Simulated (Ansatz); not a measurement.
Relaxed-ion elastic tensor of GaSb (zinc blende, space group No. 216) in GPa (Voigt order), plane-wave PAW r²SCAN (Ansatz code); density 5.51 g/cm³, 28.83 Å³ per atom.

```
86.6  36.8  36.8   0.0   0.0   0.0
36.8  86.6  36.8   0.0   0.0   0.0
36.8  36.8  86.6   0.0   0.0   0.0
 0.0   0.0   0.0  43.5   0.0   0.0
 0.0   0.0   0.0   0.0  43.5   0.0
 0.0   0.0   0.0   0.0   0.0  43.5
```

**Question.** Is the crystal mechanically stable?

**Answer.** Yes: the smallest eigenvalue of C is 43.5 GPa.

**Question.** Work out the Voigt, Reuss and Hill averages.

**Answer.** K_V = 53.4, K_R = 53.4, K_H = 53.4; G_V = 36.0, G_R = 33.5, G_H = 34.8 GPa.

**Question.** Give Young's modulus, Poisson's ratio, Pugh's ratio and the universal anisotropy index.

**Answer.** E = 9KG/(3K + G) = 85.7 GPa; ν = 0.23; K/G = 1.54 (brittle by the Pugh limit of 1.75); A_U = 5G_V/G_R + K_V/K_R − 6 = 0.38.

**Question.** Estimate the sound speeds and the Debye temperature.

**Answer.** v_l = √((K + 4G/3)/ρ) = 4250 m/s, v_t = √(G/ρ) = 2510 m/s, mean 2780 m/s; Θ = (h/k)(3n/4πV)^(1/3) v_m = 270 K.

**Question.** Give the Zener ratio and Young's modulus along [100], [110] and [111].

**Answer.** A = 2C44/(C11 − C12) = 1.74; 1/E = S11 − 2(S11 − S12 − S44/2)Γ with Γ = 0, 1/4, 1/3 gives 64.7, 89.5, 103 GPa.

**Question.** Solve the Christoffel equation for the three sound speeds along [100], [110], [111].

**Answer.** Eigenvalues of C_ijkl n_j n_l equal ρv² (piezoelectric stiffening left out). In km/s, slowest first: [100] 2.81, 2.81, 3.96; [110] 2.13, 2.81, 4.37; [111] 2.37, 2.37, 4.49.

Space group F-43m (zinc blende). The cell was relaxed with r²SCAN under the symmetry of its start; of distortions, only those at the zone centre were tested. Spin–orbit coupling is left out wherever it is not named.

Potentials: the earlier of the program's two PAW sets.
